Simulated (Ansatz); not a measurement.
A geometry of Cd away from equilibrium: the start of the relaxation of a generated cell, Cd built in the AFLOW prototype A_cI16_220_c (as in Li). Calculation: r2SCAN (plane waves to 500 eV, PAW, scalar-relativistic; Ansatz, a first-principles code). Γ-centred k-mesh 7×7×7 on the run's cell (coarser than for final values), Fermi–Dirac smearing 0.05 eV.

```xyz
8
Lattice="-3.5095 3.5095 3.5095 3.5095 -3.5095 3.5095 3.5095 3.5095 -3.5095" Properties=species:S:1:pos:R:3:forces:R:3 pbc="T T T" free_energy=-66145.538 pressure_GPa=2.0
Cd     1.4108     1.4108     1.4108    0.1262    0.1262    0.1262
Cd    -1.4108     2.0987     1.4108   -0.1262   -0.1262    0.1262
Cd     2.0987     1.4108    -1.4108   -0.1262    0.1262   -0.1262
Cd     1.4108    -1.4108     2.0987    0.1262   -0.1262   -0.1262
Cd     3.1655     3.1655     3.1655    0.1262    0.1262    0.1262
Cd     0.3439     3.8534    -0.3439   -0.1262   -0.1262    0.1262
Cd     3.8534    -0.3439     0.3439   -0.1262    0.1262   -0.1262
Cd    -0.3439     0.3439     3.8534    0.1262   -0.1262   -0.1262
```

Positions in Å, forces in eV/Å, free energy of the cell in eV (comparable only within this code, potentials and settings). Largest force: 0.22 eV/Å, on Cd1, Cd2, Cd3, Cd4, Cd5, Cd6, Cd7, Cd8 (atoms numbered as listed); the geometry lies 0.01 eV/atom above the end of its relaxation.

No spin polarisation in the result.

The run could not lose the symmetry of its start: the end is stationary, and may be a saddle point rather than a minimum.

The end of the path is a generated cell of Cd: the first start was made by placing the elements on the sites of a structure type, and the end was not matched to a known phase here, so it may be hypothetical. Known forms of Cd include space group No. 194.
